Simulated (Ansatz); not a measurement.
SrB6: pressure against volume

SrB6, Pm-3m, a = 4.173 Å. The structure is a COD entry; whether it is the stable form wasn't checked. Ansatz: PBEsol, PAW, 420 eV, Γ-centred 8×8×8 mesh on 7 atoms, Gaussian smearing 0.01 eV; no spin polarisation. Shape and atoms are relaxed at each volume; pressure is positive in compression.

```tsv
V (Å³/atom)	P (GPa)
9.134	?
9.446	16.91
9.757	10.40
10.068	4.90
10.380	-0.01
10.691	-4.27
11.003	-7.97
11.418	-12.07
```

Task: Take V0 = 10.380 Å³/atom, count pressures from its P0 = -0.01 GPa, fit the third-order Birch–Murnaghan form to the other rows, and predict the missing pressure.

Result: With the Eulerian strain f = ½[(V0/V)^(2/3) − 1] and y = (P − P0)/[3f(1 + 2f)^(5/2)], the form is the line y = B0 + 1.5 B0 (B0′ − 4) f. Rows (f, y): 0.03244, 148.6; 0.02106, 148.6; 0.01028, 151.3; -0.00974, 153.1; -0.01906, 153.4; -0.03078, 153.1. Means f = 0.0007000, y = 151.35; Σ(Δf)² = 0.003004, ΣΔfΔy = -0.2576; the slope is their ratio. y = 151.4 − 85.75 f GPa, so B0 = 151.4 GPa and B0′ = 4 + 2 × (-85.75)/(3 × 151.4) = 3.62. At V = 9.134, f = 0.04450, y = 147.58 and P = 24.37 GPa. The run gave 24.42 GPa, so the fit is 0.05 GPa too low, within twice the rms miss on the fitted rows (0.04 GPa).